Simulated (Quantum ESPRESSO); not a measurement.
pw.x input (Quantum ESPRESSO 7.5; PBEsol, PseudoDojo standard norm-conserving files, scalar-relativistic):

```
&CONTROL
  calculation = 'scf'
  pseudo_dir = './pseudo'
  outdir = './out'
  tprnfor = .true.
  tstress = .true.
/
&SYSTEM
  ibrav = 0
  nat = 8
  ntyp = 4
  ecutwfc = 92.0
  ecutrho = 368.0
  occupations = 'smearing'
  smearing = 'fd'
  degauss = 0.002
  nbnd = 50
/
&ELECTRONS
  conv_thr = 8e-10
/
ATOMIC_SPECIES
F 18.9984 F.upf
S 32.0600 S.upf
Cu 63.5460 Cu.upf
Ba 137.3270 Ba.upf
CELL_PARAMETERS angstrom
  4.129930000000   0.000000000000   0.000000000000
  0.000000000000   4.129930000000   0.000000000000
  0.000000000000   0.000000000000   9.106470000000
ATOMIC_POSITIONS crystal
F   0.500000000000   0.500000000000   0.000000000000
F   0.000000000000   0.000000000000   0.000000000000
S   0.000000000000   0.500000000000   0.356510000000
S   0.500000000000   0.000000000000   0.643490000000
Cu   0.500000000000   0.500000000000   0.500000000000
Cu   0.000000000000   0.000000000000   0.500000000000
Ba   0.000000000000   0.500000000000   0.819900000000
Ba   0.500000000000   0.000000000000   0.180100000000
K_POINTS automatic
6 6 4 0 0 0
```

End of the output:

```

[...]
     the Fermi energy is    10.2655 ev
!    total energy              =   -1013.02836970 Ry
     estimated scf accuracy    <          6.2E-11 Ry
     smearing contrib. (-TS)   =      -0.00000000 Ry
     internal energy E=F+TS    =   -1013.02836970 Ry
     The total energy is F=E-TS. E is the sum of the following terms:
     one-electron contribution =    -847.34674929 Ry
     hartree contribution      =     463.36952194 Ry
     xc contribution           =    -153.27082701 Ry
     ewald contribution        =    -475.78031535 Ry
     convergence has been achieved in  14 iterations
     Forces acting on atoms (cartesian axes, Ry/au):
     atom    1 type  1   force =     0.00000000    0.00000000   -0.00000000
     atom    2 type  1   force =     0.00000000    0.00000000    0.00000000
     atom    3 type  2   force =     0.00000000    0.00000000    0.00958440
     atom    4 type  2   force =     0.00000000    0.00000000   -0.00958440
     atom    5 type  3   force =     0.00000000    0.00000000    0.00000000
     atom    6 type  3   force =     0.00000000    0.00000000    0.00000000
     atom    7 type  4   force =     0.00000000    0.00000000    0.00881764
     atom    8 type  4   force =     0.00000000    0.00000000   -0.00881764
     Total force =     0.018418     Total SCF correction =     0.000002
     Computing stress (Cartesian axis) and pressure
          total   stress  (Ry/bohr**3)                   (kbar)     P=      -42.74
  -0.00029664   0.00000000   0.00000000          -43.64        0.00        0.00
   0.00000000  -0.00029664   0.00000000            0.00      -43.64        0.00
   0.00000000   0.00000000  -0.00027829            0.00        0.00      -40.94
```
In a gapped system the printed Fermi energy is only some level inside the gap.

Geometry of the Materials Project entry, not relaxed at this level.
